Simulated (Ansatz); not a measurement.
Ge (diamond, space group No. 227) at seven volumes, plane-wave PAW LDA (Ansatz code), scaled uniformly. One row is withheld.

```
V (Å³/atom)  P (GPa)
-----------  -------
20.212          8.50
20.879          5.16
21.545          2.34
22.211          0.00
22.878         -1.98
23.544         -3.64
24.210             ?
```

Question: Fit the shown pressures and predict the withheld one.

Answer: P = (3/2)B₀(x^(7/2) − x^(5/2))[1 + (3/4)(B′ − 4)(x − 1)] with x = (V₀/V)^(2/3). Least squares on the six rows gives V₀ = 22.210 Å³/atom, B₀ = 71.8 GPa, B′ = 4.82. At V = 24.210, x = 0.9441 and P = -5.03 GPa. The run itself gave -5.01 GPa.

Space group Fd-3m (diamond). The cell was relaxed with LDA under the symmetry of its start; of distortions, only those at the zone centre were tested. The volume moved by -26 % from the start of the relaxation.

Potentials: the later of the program's two PAW sets.
